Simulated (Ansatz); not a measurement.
Al3GaN4 in space group P3m1 (No. 156; Pearson symbol hP8), r²SCAN in the plane-wave PAW code Ansatz, all energies at zero smearing, with the estimated change up to a 700 eV cutoff added, with one set of potentials and settings (totals compare only within such a set). Cell of 8 atoms (1 Ga, 4 N, 3 Al): -6961.816 eV.

```
element             reference phase  E (eV/atom)
-------  --------------------------  -----------
Ga        Cmce, 4 atoms in the cell   -3790.2722
N         Pa-3, 8 atoms in the cell    -384.8341
Al       Fm-3m, 1 atoms in the cell    -540.4106
```

Formation energy per atom, worked out: (-6961.816 − 1×(-3790.2722) − 4×(-384.8341) − 3×(-540.4106))/8 = -1.372 eV/atom (-132 kJ per mol of atoms), at 0 K, without zero-point energy or fitted corrections.

The start of the workflow was typed in or built on a structure type; neither database checked (COD, Materials Project) lists it. Whether it is the stable phase at ambient conditions was not checked. The r²SCAN relaxation kept the symmetry of its start; its stability against distortions is not shown here. The references are the lowest solids computed at this level, not always the standard phases (solids in place of the gases).

Potentials: the earlier of the program's two PAW sets.
